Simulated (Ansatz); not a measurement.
Relaxation of a randomly generated symmetric cell of Fe3Ge (space group No. 71); 4 atoms in the cell, which starts as Immm (No. 71), oI8; a = 4.3210 Å, b = 4.7892 Å, c = 5.1846 Å, α = β = γ = 90.00°. Computed with r2SCAN (plane waves to 500 eV, PAW, scalar-relativistic; Ansatz, a quantum-chemistry and plane-wave program). Γ-centred k-mesh 10×10×10 on the run's cell, Fermi–Dirac smearing 0.05 eV. This is the first round of the run. Spin-polarised start, with parallel moments on Fe.

The optimiser's lines from the output (shortened; P is positive under compression):

```
relax step   1: F+E_penalty+E_count = -17756.79932524 eV  Δ(F+E_penalty+E_count) = +0.000e0 eV  max|allowed force component| = 1.085e-30 eV/Å  Δτ_max = 0.0000 Å  P = +19.732 GPa  Ω = 53.645 Å³  (20 SCF iters, dr2 threshold 1.00e-7 eV, accepted)
relax step   2: F+E_penalty+E_count = -17757.56792211 eV  Δ(F+E_penalty+E_count) = -7.686e-1 eV  max|allowed force component| = 1.085e-30 eV/Å  Δτ_max = 0.0000 Å  P = +8.090 GPa  Ω = 55.870 Å³  (13 SCF iters, dr2 threshold 4.00e-7 eV, accepted)
relax step   3: F+E_penalty+E_count = -17757.93634518 eV  Δ(F+E_penalty+E_count) = -3.684e-1 eV  max|allowed force component| = 3.816e-29 eV/Å  Δτ_max = 0.0000 Å  P = +4.014 GPa  Ω = 56.289 Å³  (13 SCF iters, dr2 threshold 4.00e-7 eV, accepted)
relax step   4: F+E_penalty+E_count = -17757.98180701 eV  Δ(F+E_penalty+E_count) = -4.546e-2 eV  max|allowed force component| = 0.000e0 eV/Å  Δτ_max = 0.0000 Å  P = -0.153 GPa  Ω = 58.096 Å³  (16 SCF iters, dr2 threshold 4.00e-7 eV, accepted)
relax step   5: F+E_penalty+E_count = -17757.98192060 eV  Δ(F+E_penalty+E_count) = -1.136e-4 eV  max|allowed force component| = 6.311e-29 eV/Å  Δτ_max = 0.0000 Å  P = -0.000 GPa  Ω = 58.019 Å³  (8 SCF iters, dr2 threshold 7.66e-8 eV, accepted)
relax step   6: F+E_penalty+E_count = -17757.98808093 eV  Δ(F+E_penalty+E_count) = -6.160e-3 eV  max|allowed force component| = 6.587e-29 eV/Å  Δτ_max = 0.0000 Å  P = +0.017 GPa  Ω = 58.019 Å³  stress off target by 4.97e-2 GPa  SCF on the basis re-selected at this cell (its energy is not comparable with the rows above)  (21 SCF iters)
relax step   7: F+E_penalty+E_count = -17757.98807473 eV  Δ(F+E_penalty+E_count) = +6.201e-6 eV  max|allowed force component| = 1.549e-28 eV/Å  Δτ_max = 0.0000 Å  P = +0.000 GPa  Ω = 58.027 Å³  (8 SCF iters, dr2 threshold 6.17e-9 eV, accepted)
relax step   8: F+E_penalty+E_count = -17757.98807909 eV  Δ(F+E_penalty+E_count) = -4.357e-6 eV  max|allowed force component| = 1.485e-28 eV/Å  Δτ_max = 0.0000 Å  P = +0.000 GPa  Ω = 58.027 Å³  stress off target by 3.39e-4 GPa  SCF on the basis re-selected at this cell (its energy is not comparable with the rows above)  (13 SCF iters)
```

From the first to the last row the energy changes by -0.30 eV/atom and the volume by +8.2 %. The last row is marked as not comparable with the walk above it, whose basis was carried along; it does compare with step 1, since both stand on a basis selected at the nominal cutoff for their own cell.

Later rounds, restarted from the end of this one on a renewed k-mesh, logged 4 more steps and released under 0.01 eV/atom more. The final structure after all rounds: Im-3m (No. 229), cI8, AFLOW prototype A3B_cI8_229_b_a (as in H3S); a = b = c = 4.8795 Å, α = β = γ = 90.00°. Between re-selections the logged energies stand on a plane-wave basis carried along with the cell. Spin state reached: ferromagnetic (net 2.05 μB/atom), from parallel starting moments; other spin orders were not run from this start. r2SCAN tends to overstate moments in metals.

The run could not lose the symmetry of its start, so the end can be a saddle point.

All atoms sit on sites fixed by symmetry, so only the cell could relax.

The relaxed structure here is a generated cell of Fe3Ge: the first start was made by a random draw of sites in a space group, and the end was not matched to a known phase here, so it may be hypothetical.
